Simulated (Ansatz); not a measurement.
Geometry optimisation in Ansatz: input, command and trajectory.

```yaml
crystal:
  lattice:
    - [-2.0127713418, 2.0127713418, 4.115798886]
    - [2.0127713418, -2.0127713418, 4.115798886]
    - [2.0127713418, 2.0127713418, -4.115798886]
  atoms:
    - { symbol: Li, position: [0.5, 0.5, 0.0] }
    - { symbol: Li, position: [0.25, 0.75, 0.5] }
    - { symbol: Li, position: [0.75, 0.25, 0.5] }
    - { symbol: Ta, position: [0.0, 0.0, 0.0] }
    - { symbol: O, position: [0.0, 0.5, 0.5] }
    - { symbol: O, position: [0.7694568302, 0.7694568302, 0.0] }
    - { symbol: O, position: [0.5, 0.0, 0.5] }
    - { symbol: O, position: [0.2305431698, 0.2305431698, 0.0] }
basis:
  ecutwfc: 420
kpoints:
  mp_grid: { grid: [10, 10, 10] }
hamiltonian:
  xc: pbesol
scf:
  occupations: { method: gaussian, width: 0.02 }
output:
  forces: true
  stress: true
  eigenvalues: true
relax:
  adjacent_minimum: "off"
  f_tol: 0.01
  max_steps: 30
  cell: { stress_tol: 0.1, fix: [volume] }
```

```bash
ansatz run input.yaml --threads 2 --pin off --max-ram 5120MiB --backend cpu --events-out ev --progress --plain --runs-dir out
```

All numbers below come from DFT PBEsol, scalar-relativistic, plane waves, PAW in Ansatz.

The volume is held at 0.94 times that of the relaxed cell.

Of 5 frames 4 are shown, positions in Å and forces in eV/Å; the SCF threshold varies from step to step. Steps run on the plane waves of an earlier cell, with a Pulay correction in the pressure. The basis is chosen afresh for the last frame, the zero of the energies, and at times for earlier ones too; energy and pressure step there, also at an unchanged geometry.

```xyz
8
Lattice="-2.0128 2.0128 4.1158 2.0128 -2.0128 4.1158 2.0128 2.0128 -4.1158" Properties=species:S:1:pos:R:3:forces:R:3 pbc="T T T" step=1 free_energy_over_end_meV_per_atom=2.48 pressure_GPa=10.37
Li    0.0000    0.0000    4.1158    0.0000    0.0000    0.0000
Li    2.0128    0.0000    2.0579    0.0000    0.0000    0.0000
Li    0.0000    2.0128    2.0579    0.0000    0.0000    0.0000
Ta    0.0000    0.0000    0.0000    0.0000    0.0000    0.0000
O     2.0128    0.0000    0.0000    0.0000    0.0000    0.0000
O     0.0000    0.0000    6.3339    0.0000    0.0000   -0.6335
O     0.0000    2.0128    0.0000    0.0000    0.0000    0.0000
O     0.0000    0.0000    1.8977    0.0000    0.0000    0.6335
8
Lattice="-2.0156 2.0156 4.1043 2.0156 -2.0156 4.1043 2.0156 2.0156 -4.1043" Properties=species:S:1:pos:R:3:forces:R:3 pbc="T T T" step=2 free_energy_over_end_meV_per_atom=0.53 pressure_GPa=8.51
Li    0.0000    0.0000    4.1043    0.0000    0.0000    0.0000
Li    2.0156    0.0000    2.0521    0.0000    0.0000    0.0000
Li    0.0000    2.0156    2.0521    0.0000    0.0000    0.0000
Ta    0.0000    0.0000    0.0000    0.0000    0.0000    0.0000
O     2.0156    0.0000    0.0000    0.0000    0.0000    0.0000
O     0.0000    0.0000    6.2957    0.0000    0.0000   -0.1285
O     0.0000    2.0156    0.0000    0.0000    0.0000    0.0000
O     0.0000    0.0000    1.9128    0.0000    0.0000    0.1285
8
Lattice="-2.0210 2.0210 4.0823 2.0210 -2.0210 4.0823 2.0210 2.0210 -4.0823" Properties=species:S:1:pos:R:3:forces:R:3 pbc="T T T" step=3 free_energy_over_end_meV_per_atom=0.04 pressure_GPa=7.50
Li    0.0000    0.0000    4.0823    0.0000    0.0000    0.0000
Li    2.0210    0.0000    2.0411    0.0000    0.0000    0.0000
Li    0.0000    2.0210    2.0411    0.0000    0.0000    0.0000
Ta    0.0000    0.0000    0.0000    0.0000    0.0000    0.0000
O     2.0210    0.0000    0.0000    0.0000    0.0000    0.0000
O     0.0000    0.0000    6.2487    0.0000    0.0000    0.0133
O     0.0000    2.0210    0.0000    0.0000    0.0000    0.0000
O     0.0000    0.0000    1.9158    0.0000    0.0000   -0.0133
8
Lattice="-2.0223 2.0223 4.0769 2.0223 -2.0223 4.0769 2.0223 2.0223 -4.0769" Properties=species:S:1:pos:R:3:forces:R:3 pbc="T T T" step=5 free_energy_over_end_meV_per_atom=0.00 pressure_GPa=7.40
Li    0.0000    0.0000    4.0769    0.0000    0.0000    0.0000
Li    2.0223    0.0000    2.0385    0.0000    0.0000    0.0000
Li    0.0000    2.0223    2.0385    0.0000    0.0000    0.0000
Ta    0.0000    0.0000    0.0000    0.0000    0.0000    0.0000
O     2.0223    0.0000    0.0000    0.0000    0.0000    0.0000
O     0.0000    0.0000    6.2388    0.0000    0.0000    0.0030
O     0.0000    2.0223    0.0000    0.0000    0.0000    0.0000
O     0.0000    0.0000    1.9150    0.0000    0.0000   -0.0030
```

Time: 15 s on 2 threads of Intel(R) Xeon(R) 6975P-C (Granite Rapids), with other jobs on the host, peak memory 0.52 GiB.

Spin–orbit coupling is left out, which can shift energies with elements as heavy as these.